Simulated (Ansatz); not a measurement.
Given:

BeAlNO:
```
CELL_PARAMETERS angstrom
      2.97984     0.00000     0.00000
     -1.48992     2.58062     0.00000
      0.00000     0.00000     4.65034
ATOMIC_POSITIONS crystal
  Al 0.33333 0.66667 0.51131
  Be 0.66667 0.33333 0.99060
  O  0.33333 0.66667 0.11470
  N  0.66667 0.33333 0.63337
```

This is the r²SCAN-relaxed structure. Tensor components refer to the Cartesian frame of this cell.

Problem. All from the program Ansatz at the r²SCAN level (PAW), unless another level is named. Estimate the Debye temperature from the elastic constants.

Solution. 968 K.

Problem. What about the piezoelectric stress constants (proper, relaxed ions, C/m²)?

Solution. e15 = e24 = -0.69, e16 = e21 = -1.54, e22 = 1.54, e31 = e32 = 0.29, e33 = -1.33.

Space group P3m1. The start of the workflow was typed in or built on a structure type; neither database checked (COD, Materials Project) lists it. Whether it is the stable phase at ambient conditions was not checked. The cell was relaxed with r²SCAN under the symmetry of its start; its stability against distortions is not shown here. Signs of piezoelectric constants follow the polarity of the cell as given.

Potentials: the earlier of the program's two PAW sets. The files were generated under PBE; for other functionals the program regenerates the frozen cores, and for LDA and PBEsol the local potential too.
